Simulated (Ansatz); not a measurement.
P₂W in space group Cmc2_1 (No. 36; P on 4a, P on 4a, W on 4a), DFT-LDA in the program Ansatz with PAW potentials, all energies at zero smearing, with the estimated change up to a 700 eV cutoff added, with one set of potentials and settings (totals compare only within such a set). Cell of 6 atoms (4 P, 2 W): -23168.274 eV.

```csv
element,reference phase,E (eV/atom)
P,"Cmce, 4 atoms in the cell",-725.9590
W,"Im-3m, 1 atoms in the cell",-10130.6821
```

Formation energy per atom, worked out: (-23168.274 − 4×(-725.9590) − 2×(-10130.6821))/6 = -0.512 eV/atom (-49 kJ per mol of atoms), at 0 K, without zero-point energy or fitted corrections.

The first step of the workflow began from a Materials Project structure, measured or hypothetical; the Crystallography Open Database files this formula in space group No. 36, but the cells were not matched. Whether it is the stable phase at ambient conditions was not checked. The LDA relaxation kept the symmetry of its start; whether a distortion lowers the energy is not shown. No spin polarisation was allowed. The references are the lowest solids computed at this level, not always the standard phases. Scalar-relativistic: spin–orbit coupling is off unless named, which matters more the heavier the elements.

Potentials: the earlier of the program's two PAW sets.
